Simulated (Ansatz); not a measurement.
ReS2 (rutile, P4_2/mnm) at seven volumes, plane-wave PAW PBE (Ansatz code), shape and atoms relaxed at each. One row is withheld.

```csv
V (Å³/atom),P (GPa)
16.541,17.71
17.086,10.76
17.632,4.92
18.177,0.00
18.722,-4.12
19.267,?
19.813,-10.27
```

Q: Fit the shown pressures and predict the withheld one.

A: P = (3/2)B₀(x^(7/2) − x^(5/2))[1 + (3/4)(B′ − 4)(x − 1)] with x = (V₀/V)^(2/3). Least squares on the six rows gives V₀ = 18.178 Å³/atom, B₀ = 148 GPa, B′ = 5.01. At V = 19.267, x = 0.9620 and P = -7.44 GPa. The run itself gave -7.54 GPa.

A made-up cell: these elements were put on the sites of a structure type; neither database checked (COD, Materials Project) lists it. Its standing as an ambient phase is unchecked. The PBE relaxation kept the symmetry of its start; its stability against distortions is not shown here. The run is not spin-polarised. Spin–orbit coupling is left out wherever it is not named.

Potentials: the later of the program's two PAW sets.
